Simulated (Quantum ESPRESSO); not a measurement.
Kohn-Sham bands of GaN (wurtzite)

```
GaN
1.0
    3.18893     0.00000     0.00000
   -1.59446     2.76169     0.00000
    0.00000     0.00000     5.19236
Ga N
2 2
Direct
  0.66667   0.33333   0.49908
  0.33333   0.66667   0.99908
  0.66667   0.33333   0.87592
  0.33333   0.66667   0.37592
```

Materials Project entry mp-804; symmetrised, unrelaxed at this level. COD (Crystallography Open Database) has the formula in 2 space groups, this one among them (matched by group alone). Computed values, not measurements, from PBEsol: Quantum ESPRESSO (norm-conserving PseudoDojo potentials, cutoff 68 Ry, spinors with spin-orbit coupling) on a Γ-centred 6×6×4 mesh, then Wannier90. Density: 12×12×6 mesh, cold smearing 0.01 Ry.

Question: List the Kohn-Sham levels between −8 and 4.9 eV relative to the valence-band maximum at the high-symmetry points, as a band run of pw.x on that density gives them (levels within 2 meV counted together).

Answer: 
```tsv
point	k (reciprocal lattice)	levels (eV)
Γ	0.000 0.000 0.000	-7.10 (×2), -1.06 (×2), -1.03 (×2), -0.04 (×2), -0.01 (×2), 0.00 (×2), 1.88 (×2), 4.19 (×2)
M	0.500 0.000 0.000	-6.50 (×2), -5.32 (×2), -4.24 (×2), -2.76 (×2), -2.23 (×2), -1.01 (×2)
K	0.333 0.333 0.000	-5.38, -5.37 (×3), -5.33 (×2), -3.05, -3.00 (×2), -2.98, -2.75 (×2)
A	0.000 0.000 0.500	-3.86 (×4), -0.55 (×4), -0.53 (×4), 4.20 (×4)
L	0.500 0.000 0.500	-6.65 (×4), -1.96 (×4), -1.90 (×4), 4.31 (×4)
H	0.333 0.333 0.500	-6.21 (×2), -6.20 (×2), -4.27 (×2), -4.22 (×2), -1.49 (×2), -1.48 (×2)
```
